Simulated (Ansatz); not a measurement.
TiSi (CsCl type, Pm-3m) at seven volumes, r²SCAN (plane waves, PAW; program Ansatz), scaled uniformly. One row is withheld.

```
V (Å³/atom)  P (GPa)
-----------  -------
13.547         15.17
13.993             ?
14.440          4.20
14.886          0.00
15.333         -3.69
15.780         -6.89
16.226         -9.63
```

### Question
Fit the shown pressures and predict the withheld one.

### Answer
P = (3/2)B₀(x^(7/2) − x^(5/2))[1 + (3/4)(B′ − 4)(x − 1)] with x = (V₀/V)^(2/3). Least squares on the six rows gives V₀ = 14.882 Å³/atom, B₀ = 133 GPa, B′ = 4.12. At V = 13.993, x = 1.0419 and P = 9.30 GPa. The run itself gave 9.22 GPa.

A made-up cell: these elements were put on the sites of a structure type; neither database checked (COD, Materials Project) lists it. COD files the formula under space group No. 25, so this cell is another polymorph or a model. Whether it is the stable phase at ambient conditions was not checked. Symmetry was held in the r²SCAN relaxation. At this level the phase is mechanically unstable. The run is not spin-polarised.

Potentials: the later of the program's two PAW sets.
